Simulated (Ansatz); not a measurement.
Relaxed-ion elastic tensor of BeNi (CsCl type, space group No. 221) in GPa (Voigt order), DFT-r²SCAN in the program Ansatz with PAW potentials; density 6.48 g/cm³, 8.67 Å³ per atom.

```
253  170  170  0.0  0.0  0.0
170  253  170  0.0  0.0  0.0
170  170  253  0.0  0.0  0.0
0.0  0.0  0.0  155  0.0  0.0
0.0  0.0  0.0  0.0  155  0.0
0.0  0.0  0.0  0.0  0.0  155
```

Question: Is the crystal mechanically stable?

Answer: Yes: the smallest eigenvalue of C is 83.1 GPa.

Question: Work out the Voigt, Reuss and Hill averages.

Answer: K_V = 197, K_R = 197, K_H = 197; G_V = 109, G_R = 74.0, G_H = 91.7 GPa.

Question: Give Young's modulus, Poisson's ratio, Pugh's ratio and the universal anisotropy index.

Answer: E = 9KG/(3K + G) = 238 GPa; ν = 0.30; K/G = 2.15 (ductile by the Pugh limit of 1.75); A_U = 5G_V/G_R + K_V/K_R − 6 = 2.38.

Question: Estimate the sound speeds and the Debye temperature.

Answer: v_l = √((K + 4G/3)/ρ) = 7020 m/s, v_t = √(G/ρ) = 3760 m/s, mean 4200 m/s; Θ = (h/k)(3n/4πV)^(1/3) v_m = 609 K.

Question: Give the Zener ratio and Young's modulus along [100], [110] and [111].

Answer: A = 2C44/(C11 − C12) = 3.72; 1/E = S11 − 2(S11 − S12 − S44/2)Γ with Γ = 0, 1/4, 1/3 gives 117, 239, 368 GPa.

Question: Solve the Christoffel equation for the three sound speeds along [100], [110], [111].

Answer: Eigenvalues of C_ijkl n_j n_l equal ρv². In km/s, slowest first: [100] 4.88, 4.88, 6.24; [110] 2.53, 4.88, 7.51; [111] 3.50, 3.50, 7.89.

Space group Pm-3m (CsCl type). The first step of the workflow began from a Materials Project structure, measured or hypothetical; the Crystallography Open Database copy checked does not list it. With Be and Ni taken as one species the cell has the higher symmetry Im-3m, so it may be an ordered model of a mixed-site phase. Whether it is the stable phase at ambient conditions was not checked. Symmetry was held in the r²SCAN relaxation; of distortions, only those at the zone centre were tested. The run is not spin-polarised. As this level gives no gap, shear constants depend on the k-mesh and smearing (Fermi–Dirac, 0.1 eV here).

Potentials: the later of the program's two PAW sets.
